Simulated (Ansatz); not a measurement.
## Relaxing molybdenum (omega (AlB2-type))

Method: DFT, LDA (PW92), plane waves (420 eV) with PAW, scalar-relativistic in Ansatz 0.2.0. (PAW data from PBE, frozen cores regenerated.)

k-point mesh 8×8×11, Fermi-Dirac smearing 0.1 eV, no spin polarisation. Cell and atoms relax.

Starting structure:

```
Mo
1.0
     4.44943    0.00000    0.00000
    -2.22472    3.85332    0.00000
     0.00000    0.00000    2.72750
Mo
3
Direct
  0.00000 0.00000 0.00000
  0.33333 0.66667 0.50000
  0.66667 0.33333 0.50000
```

What cell does the relaxation end in?

P6/mmm with a = 4.594 Å, c = 2.519 Å (c/a = 0.548); 15.34 Å³ per atom against 15.59 at the start (-1.6 %).

How much energy does the relaxation gain?

112.1 meV per atom.
